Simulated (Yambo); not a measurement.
ZnSO4 (space group F-43m, No. 216); a = b = c = 5.4770 Å, α = β = γ = 60.00°. With the G0W0 scissor the direct gap on the mesh is 8.05 eV.

Task: Does this run resolve the lowest exciton, and if so, what are its energy and binding? (Yambo, PBEsol bands; 6×6×6 mesh, 8 valence and 5 conduction bands, static screening with 66 bands and a 3 Ry block, scissor 3.29 eV, Tamm-Dancoff.)

Result: The mesh holds a bound state, but the numbers are provisional. These are vertical excitations (zero momentum). The lowest state lies at 6.59 eV (dark for light along x, 3 states within 2 meV), the direct quasiparticle gap on this mesh at 8.05 eV. Its binding energy, counted from that gap, is 1.46 eV; it spreads over about 44 k points of the mesh. Convergence with the mesh was not shown. The first optically allowed state is at 7.31 eV. The scissor comes from a G0W0 run whose convergence isn't established. 

Geometry of the Materials Project entry, not relaxed at this level.

With a shallow 3d shell G0W0 needs far more bands and larger blocks than here, so the scissor is uncertain by tenths of an eV or more.
